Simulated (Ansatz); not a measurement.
K2NaBiCl6:
```yaml
crystal:
  lattice:
    - [0.00000, 5.22861, 5.22861]
    - [5.22861, 0.00000, 5.22861]
    - [5.22861, 5.22861, 0.00000]
  atoms:
    - { symbol: K, position: [0.75000, 0.75000, 0.75000] }
    - { symbol: K, position: [0.25000, 0.25000, 0.25000] }
    - { symbol: Na, position: [0.50000, 0.50000, 0.50000] }
    - { symbol: Bi, position: [0.00000, 0.00000, 0.00000] }
    - { symbol: Cl, position: [0.74721, 0.25279, 0.25279] }
    - { symbol: Cl, position: [0.25279, 0.74721, 0.74721] }
    - { symbol: Cl, position: [0.25279, 0.74721, 0.25279] }
    - { symbol: Cl, position: [0.74721, 0.25279, 0.74721] }
    - { symbol: Cl, position: [0.25279, 0.25279, 0.74721] }
    - { symbol: Cl, position: [0.74721, 0.74721, 0.25279] }
```

Relaxed with LDA.

### Question
Give the optical modes at the zone centre with their infrared and Raman activity from DFPT, LDA (plane waves, PAW; program Ansatz).

### Answer
Transverse frequencies, without the LO–TO term; a row sums one degenerate level.

| ω (cm⁻¹) | degeneracy | IR ((D/Å)²/amu) | Raman (Å⁴/amu) | activity | symmetry |
|---|---|---|---|---|---|
| 74i | 3 | 0.00 | 0 | silent | T1g |
| 60i | 3 | 10.73 | 0 | IR | T1u |
| 54i | 3 | 0.00 | 47 | Raman | T2g |
| 25i | 3 | 0.00 | 0 | silent | T2u |
| 70 | 3 | 0.84 | 0 | IR | T1u |
| 99 | 3 | 0.00 | 110 | Raman | T2g |
| 194 | 3 | 2.18 | 0 | IR | T1u |
| 258 | 2 | 0.00 | 3.5 | Raman | Eg |
| 262 | 3 | 29.68 | 0 | IR | T1u |
| 305 | 1 | 0.00 | 160 | Raman | A1g |

### Question
How high does the top mode go among those that the LO–TO term moves?

### Answer
309 cm⁻¹ for q along x.

Space group Fm-3m. The workflow started from a Materials Project entry (that database holds measured and hypothetical structures alike); the Crystallography Open Database copy checked does not list it. Whether it is the stable phase at ambient conditions was not checked. Symmetry was held in the LDA relaxation. At this level the phase is dynamically unstable (imaginary phonons). Spin–orbit coupling is left out wherever it is not named.

Potentials: the later of the program's two PAW sets.
